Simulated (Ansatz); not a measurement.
## Thickness series of a surface: bcc Fe (110)

All-electron LAPW in Ansatz 0.2.0 under PBE, scalar-relativistic, energies extrapolated to zero smearing, no spin–orbit coupling, ferromagnetic start (antiferromagnetic order not tried). The 1×1 slabs (area 5.67 Å²) are cut from the bulk relaxed on PAW files, and their atoms are relaxed; γ counts from the bulk energy, Δd12 is the change of the outer spacing. No reconstruction is allowed, and meshes differ a little between slabs.

| planes | γ (J/m²) | Φ (eV) | Δd12 (%) |
| --- | --- | --- | --- |
| 1 | 2.385 | 4.52 | – |
| 3 | ? | 4.83 | 0.8 |
| 4 | 2.519 | ? | -0.6 |
| 6 | 2.509 | 4.79 | -0.4 |
| 7 | 2.514 | 4.79 | -0.3 |

**Question.** Give the missing entry: row "4", column "Φ (eV)".

**Answer.** 4.80.

**Question.** What belongs in the row "3", column "γ (J/m²)"?

**Answer.** 2.522.

**Question.** How far have the values settled with thickness?

**Answer.** Between 6 and 7 planes γ moves by +0.2 % and Φ by 0.00 eV. Thin films carry quantum-size oscillations, so two neighbours that agree don't prove convergence.
